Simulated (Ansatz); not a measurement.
Total density of states per atom from the program Ansatz at the r²SCAN level (PAW), in 0.25 eV bins, energy from the Fermi level:

| E (eV) | states/eV/atom |
|---|---|
| -7.85 | 0.12 |
| -7.60 | 0.11 |
| -7.35 | 0.09 |
| -7.10 | 0.07 |
| -6.85 | 0.06 |
| -6.60 | 0.09 |
| -6.35 | 0.40 |
| -6.10 | 0.61 |
| -5.85 | 0.65 |
| -5.60 | 0.47 |
| -5.35 | 0.41 |
| -5.10 | 0.33 |
| -4.85 | 0.61 |
| -4.60 | 0.64 |
| -4.35 | 0.57 |
| -4.10 | 0.54 |
| -3.85 | 0.57 |
| -3.60 | 0.69 |
| -3.35 | 0.85 |
| -3.10 | 1.09 |
| -2.85 | 0.81 |
| -2.60 | 0.43 |
| -2.35 | 0.78 |
| -2.10 | 0.90 |
| -1.85 | 0.61 |
| -1.60 | 0.66 |
| -1.35 | 0.26 |
| -1.10 | 0.13 |
| -0.85 | 0.15 |
| -0.60 | 0.20 |
| -0.35 | 0.16 |
| -0.10 | 0.11 |
| 0.15 | 0.18 |
| 0.40 | 0.25 |
| 0.65 | 0.26 |
| 0.90 | 0.27 |
| 1.15 | 0.44 |
| 1.40 | 0.60 |
| 1.65 | 0.42 |
| 1.90 | 0.46 |
| 2.15 | 0.40 |
| 2.40 | 0.70 |
| 2.65 | 0.69 |
| 2.90 | 0.93 |
| 3.15 | 1.17 |
| 3.40 | 1.17 |
| 3.65 | 0.64 |
| 3.90 | 0.57 |
| 4.15 | 0.72 |
| 4.40 | 0.93 |
| 4.65 | 0.88 |

Q: Which of these materials gives this?
A) HfSiSe, P4/nmm (Hf on 2c, Si on 2a, Se on 2c)
B) Y2AlSi2, Immm (Y on 4j, Al on 2a, Si on 4h)
C) HfO2, P4_2/nmc (Hf on 2a, O on 4d)
D) SiSnPt5, P4/mmm (Si on 1b, Sn on 1c, Pt on 4i, Pt on 1a)

A: A, HfSiSe, P4/nmm (Hf on 2c, Si on 2a, Se on 2c). Within 0.5 eV of the Fermi level: Hf 5d 59 %, Si 3p 19 %, Se 4p 13 %. Projections are on Löwdin-orthogonalised atomic valence shells; empty p or d shells of many metals are not among them.

The first step of the workflow began from a Materials Project structure, measured or hypothetical; the Crystallography Open Database files this formula in space group No. 129, but the cells were not matched. Whether it is the stable phase at ambient conditions was not checked. The cell was relaxed with r²SCAN under the symmetry of its start; its stability against distortions is not shown here. No spin polarisation was allowed. Scalar-relativistic: spin–orbit coupling is off unless named, which matters more the heavier the elements.

Potentials: the later of the program's two PAW sets.
